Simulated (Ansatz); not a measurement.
Cu (fcc, Cu type)

```cif
data_Cu
_chemical_formula_sum 'Cu1'
_space_group_name_H-M_alt 'P 1'
_space_group_IT_number 1
_cell_length_a 2.56596
_cell_length_b 2.56596
_cell_length_c 2.56596
_cell_angle_alpha 60.000
_cell_angle_beta 60.000
_cell_angle_gamma 60.000
loop_
_space_group_symop_operation_xyz
  'x, y, z'
loop_
_atom_site_label
_atom_site_type_symbol
_atom_site_fract_x
_atom_site_fract_y
_atom_site_fract_z
_atom_site_occupancy
Cu1 Cu 0.00000 0.00000 0.00000 1
```

Equation-of-state scan: isotropic scaling of the cell above, V₀ being its volume. Symmetry pins the atoms to their sites.

The numbers are results of PBE (plane waves to 420 eV, PAW, scalar-relativistic; Ansatz, an electronic-structure program), not measurements. k mesh 22×22×22 (Γ-centred), Fermi-Dirac smearing 0.05 eV. The energy includes the smearing's −TS. Stress and pressure are positive under compression. Cu is run without spin polarisation. Cu was relaxed with its symmetry unable to fall. The PAW data are Ansatz's earlier set. ΔE is measured from the relaxed starting cell.

```json
[
 {"a (Å)": "3.5036", "ΔE (meV/atom)": "65", "P (GPa)": "19.4"},
 {"a (Å)": "3.5357", "ΔE (meV/atom)": "35", "P (GPa)": "(withheld)"},
 {"a (Å)": "3.5673", "ΔE (meV/atom)": "15", "P (GPa)": "8.3"},
 {"a (Å)": "3.5983", "ΔE (meV/atom)": "3", "P (GPa)": "3.8"},
 {"a (Å)": "3.6288", "ΔE (meV/atom)": "0", "P (GPa)": "0.0"},
 {"a (Å)": "3.6588", "ΔE (meV/atom)": "3", "P (GPa)": "-3.3"},
 {"a (Å)": "3.6883", "ΔE (meV/atom)": "12", "P (GPa)": "-6.1"},
 {"a (Å)": "3.7174", "ΔE (meV/atom)": "26", "P (GPa)": "-8.5"},
 {"a (Å)": "3.7459", "ΔE (meV/atom)": "43", "P (GPa)": "(withheld)"}
]
```

**Question.** What belongs in the gaps?

**Answer.** 
- 3.5357, P (GPa): 13.4
- 3.7459, P (GPa): -10.6

(Under strain, the slope of the energy per volume gives the stress and its curvature an elastic modulus.)
